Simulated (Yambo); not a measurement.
Yambo run on BaTiO₃ (space group Amm2, No. 38). The wavefunctions come from this Quantum ESPRESSO step (PBEsol, PseudoDojo standard norm-conserving files, scalar-relativistic):

```
&CONTROL
  calculation = 'nscf'
  pseudo_dir = './pseudo'
  outdir = './out'
/
&SYSTEM
  ibrav = 0
  nat = 5
  ntyp = 3
  ecutwfc = 84.0
  ecutrho = 336.0
  occupations = 'fixed'
  force_symmorphic = .true.
  nbnd = 129
/
&ELECTRONS
  conv_thr = 5e-09
  diago_full_acc = .true.
  diago_thr_init = 1e-08
/
ATOMIC_SPECIES
O 15.9990 O.upf
Ti 47.8670 Ti.upf
Ba 137.3270 Ba.upf
CELL_PARAMETERS angstrom
  3.983330000000   0.000000000000   0.000000000000
  0.000000000000   2.862595000000   2.875340000000
  0.000000000000  -2.862595000000   2.875340000000
ATOMIC_POSITIONS crystal
O   0.500000000000   0.978430000000   0.491350000000
O   0.500000000000   0.491350000000   0.978430000000
O   0.000000000000   0.488200000000   0.488200000000
Ti   0.500000000000   0.518500000000   0.518500000000
Ba   0.000000000000   0.003410000000   0.003410000000
K_POINTS automatic
4 4 4 0 0 0
```

Yambo input:

```
rim_cut
gw0
dyson
el_el_corr
HF_and_locXC
ppa
em1d
RandQpts= 1000000
RandGvec= 1 Ry
EXXRLvcs= 84 Ry
VXCRLvcs= 336 Ry
Chimod= "HARTREE"
% BndsRnXp
 2 | 128 |
%
NGsBlkXp= 8 Ry
% LongDrXp
 1.0 | 1.0 | 1.0 |
%
PPAPntXp= 27.2114 eV
% GbndRnge
 1 | 128 |
%
GTermKind= "BG"
DysSolver= "n"
ExtendOut
% QPkrange
 1 | 1 | 20 | 21 |
 3 | 3 | 20 | 21 |
 7 | 7 | 20 | 21 |
 15 | 15 | 20 | 21 |
 17 | 17 | 20 | 21 |
 21 | 21 | 20 | 21 |
%
```

k points by index: 1 = Γ, 3 = (0, 0, -0.5), 7 = (0, -0.5, -0.5), 15 = (-0.5, 0, 0), 17 = (-0.5, 0, -0.5), 21 = (-0.5, -0.5, -0.5).

The o-*.qp file then holds:

```
#    K-point    Band    Eo [eV]    E [eV]    E-Eo [eV]    Vxc [eV]    Vnlxc [eV]    Sc|Eo [eV]    Sc|E [eV]    dSc/dw|Eo [eV]    Re(Z)    Im(Z)
#
    1    20    -0.390276    -0.755849    -0.365573    -19.94681    -24.67111    4.250214    4.358730    -8.074734    0.771162    -0.001331
    1    21    2.170151    3.440472    1.270321    -18.75569    -11.63655    -5.492422    -5.848817    -7.633415    0.780928    -0.001405
    3    20    -0.762537    -1.162740    -0.400203    -19.69826    -24.63223    4.414515    4.533769    -8.106102    0.770477    -0.001357
    3    21    2.371344    3.678085    1.306741    -19.30494    -12.05244    -5.569197    -5.945759    -7.840543    0.776314    -0.001456
    7    20    -0.219763    -0.615192    -0.395429    -19.49157    -24.57166    4.564716    4.684663    -8.251424    0.767319    -0.001378
    7    21    3.717454    5.136455    1.419001    -21.18005    -13.28099    -6.018192    -6.480062    -8.855724    0.754461    -0.001790
    15    20    -1.009258    -1.435704    -0.426446    -19.84819    -24.77305    4.371363    4.498416    -8.104830    0.770504    -0.001370
    15    21    2.533261    3.842285    1.309025    -19.33986    -12.17360    -5.478777    -5.857238    -7.866334    0.775743    -0.001462
    17    20    -0.049736    -0.426962    -0.377227    -19.57218    -24.66384    4.599646    4.714435    -8.277528    0.766755    -0.001372
    17    21    3.762796    5.184755    1.421960    -21.14843    -13.24733    -6.016183    -6.479134    -8.857957    0.754414    -0.001810
    21    20    0.000000    -0.352897    -0.352897    -19.68891    -24.76812    4.618674    4.726316    -8.297196    0.766330    -0.001370
    21    21    4.258409    5.690551    1.432141    -21.48229    -13.07396    -6.481705    -6.976195    -9.393439    0.743374    -0.002473
```
(The two width columns are left out.) Convergence of these settings isn't established.

Geometry of the Materials Project entry, not relaxed at this level.

This is not the ordinary phase of the substance.
